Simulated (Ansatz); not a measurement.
H$_{4}$BrN in space group P4/nmm (No. 129; H on 8i, Br on 2c, N on 2a), LDA (plane waves, PAW; program Ansatz). The conduction-band minimum lies at Γ, with 1 equivalent valley. Second derivatives d²E/dk² of the lowest band at one valley (eV·Å²), along Cartesian directions:

```json
[
 {"direction": "[100]", "d²E/dk²": "24.68"},
 {"direction": "[010]", "d²E/dk²": "24.68"},
 {"direction": "[001]", "d²E/dk²": "22.58"},
 {"direction": "[110]", "d²E/dk²": "24.68"},
 {"direction": "[101]", "d²E/dk²": "23.63"},
 {"direction": "[011]", "d²E/dk²": "23.63"}
]
```

**Question.** Find the principal effective masses, the density-of-states mass and the conductivity mass.

**Answer.** Off-diagonal terms follow from H_xy = H[110] − (H_xx + H_yy)/2, and m*/mₑ = 7.620 eV·Å² over each eigenvalue: 0.31, 0.31, 0.34. One valley's DOS mass (m₁m₂m₃)^(1/3) = 0.32, conductivity mass 3/(Σ 1/mᵢ) = 0.32 mₑ.

**Question.** What effective density of states Nc follows at 300 K for parabolic valleys?

**Answer.** Nc = 2.509e19 × 1 × (0.32)^(3/2) ≈ 4.5e18 cm⁻³.

**Question.** With the computed static dielectric constant 5.97 (mean of the diagonal), estimate a hydrogenic donor's binding energy and radius.

**Answer.** E = 13.606 eV × 0.32/5.97² ≈ 120 meV; a = 0.529 Å × ε/m* ≈ 9.9 Å. Semilocal masses tend to be too small where the gap is.

The workflow started from a Materials Project entry (that database holds measured and hypothetical structures alike); the Crystallography Open Database files this formula in space group No. 129, but the cells were not matched. Whether it is the stable phase at ambient conditions was not checked. Symmetry was held in the LDA relaxation; phonons on a q-mesh show no instability. A crystal of weakly bound molecules computed without a dispersion correction: the cell and the soft elastic constants depend strongly on that. Spin–orbit coupling is left out wherever it is not named.

Potentials: the later of the program's two PAW sets.
